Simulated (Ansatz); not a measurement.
A trial cell of CoW2, before relaxation:

```xyz
6
Lattice="4.1303 -2.3846 0.0000 4.1303 2.3846 0.0000 0.0000 0.0000 4.5811" Properties=species:S:1:pos:R:3 pbc="T T T"
Co    4.1303   -1.5897    3.4358
Co    4.1303    1.5897    1.1453
W     2.7535    0.7949    3.4358
W     5.5070    0.7949    3.4358
W     2.7535   -0.7949    1.1453
W     5.5070   -0.7949    1.1453
```

Theory: DFT PBE, scalar-relativistic, plane waves, PAW (Ansatz 0.2.0). Cutoff 420 eV, Gaussian smearing, Γ-centred meshes. Cell and atoms relax first on a coarse mesh and then on a finer one. In between, the cell is made exact in the group found at 0.06 Å. In metals the finer mesh still leaves noise of several meV/atom or more. The steps can't lower the symmetry of their start. Collinear spin, starting moments Co 3.0 (×2) μB; they died out on the coarse mesh, so the last step has no spin.

A guess keeps its type if space group and coordination stay and the shape of the cell changes little (axis ratios within about 15 %, angles within 6°); the volume may change.

**Question.** Will the relaxed cell still be of the starting type?

**Answer.** It keeps its type. The symmetry stays Cmcm (No. 63). The volume per atom shrinks by 4.3 %, from 15.0 to 14.4 Å³. The shortest distance goes from 2.75 Å (Co–W and W–W) to 2.57 Å (Co–W). Counting neighbours within 15 % of an atom's shortest distance, the start has Co 12, W 12 and the end Co 12, W 12.

Formation energies are uncorrected and refer to the elements' standard structures at the same level.

**Question.** At what energy does it end?

**Answer.** +0.30 eV/atom. A positive value: parting into the elements would lower its energy.

The last run used a 10×10×8 mesh (in the run's order of axes) for its 6-atom cell and Gaussian smearing of 0.10 eV. Spin–orbit coupling, which can matter for W, is left out. Trial moments died out on the coarse mesh, so the last step has no spin; another magnetic start might hold. A structure relaxed within its symmetry needn't be a true minimum.
